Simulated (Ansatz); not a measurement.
**Ionic part of the dielectric constant of NaI at 0.8 GPa, mode by mode**

The calculation used DFT LDA, scalar-relativistic, plane waves, PAW in Ansatz 0.2.0. Settings: 420 eV plane-wave cutoff, Γ-centred 6×6×6 mesh, fixed occupations. No spin polarisation. Phonons by linear response, acoustic sum rule imposed.

The structure is cubic, space group Fm-3m (No. 225). Conventional cell: a = 6.185 Å, b = 6.185 Å, c = 6.185 Å, α = 90.00°, β = 90.00°, γ = 90.00°. Na (site symmetry m-3m) has 6 I at 3.09 Å as nearest neighbours. I (site symmetry m-3m) has 6 Na at 3.09 Å as nearest neighbours.

The cell is the ideal cubic rocksalt prototype. Spin–orbit coupling is left out, which matters for heavy elements.

The primitive cell has V = 59.14 Å³ and ε∞,yy = 3.696. Each polar mode adds Δε = (4.92064×10⁷/V)·S/ν² along y, with S its oscillator strength in e²/amu, ν in cm⁻¹ and V in Å³.

Question: From these modes, find each Δε and ε0,yy.
```
ν (cm⁻¹) S_yy (e²/amu)
   143.1        0.06768
```

Answer:
| ν (cm⁻¹) | Δε |
| --- | --- |
| 143.1 | 2.75 |

The sum is 2.749, so ε0,yy = 6.44; the run's tensor has 6.44.

Question: Where do the longitudinal modes lie for a wave vector along y?

Answer: At 189 cm⁻¹. The Lyddane–Sachs–Teller product Π(ν_LO/ν_TO)² = 1.74 matches ε0/ε∞ = 1.74.